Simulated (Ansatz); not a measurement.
Property card for two-dimensional Te₂Mo

Te$_{2}$Mo:
```xyz
6
Lattice="3.3548 0.0000 0.0000 0.0000 6.2693 0.0000 0.0000 0.0000 34.0000" Properties=species:S:1:pos:R:3 pbc="T T F"
Te     2.5161     0.4266    15.5259
Te     0.8387     3.6210    14.9546
Mo     2.5161     4.2762    16.9149
Te     0.8387     5.8427    18.4741
Te     2.5161     2.6484    19.0454
Mo     0.8387     1.9931    17.0851
```
The layer is periodic in x and y and isolated along z.

Method: the program Ansatz at the LDA level (PAW). Lattice and atoms are relaxed at this level; other levels are named.

**Structure**

- In-plane lattice: a = 3.355 Å, b = 6.269 Å
- Distance between the outermost nuclei: 4.09 Å

**Electronic structure**

Electronic character: metallic
Work function: 4.68 eV

Space group P2_1/m (1T′). A layer that has been made, often on a substrate. The LDA relaxation kept the symmetry of its start; whether a distortion lowers the energy is not shown. The run is not spin-polarised. Spin–orbit coupling is left out wherever it is not named.

Potentials: the later of the program's two PAW sets.
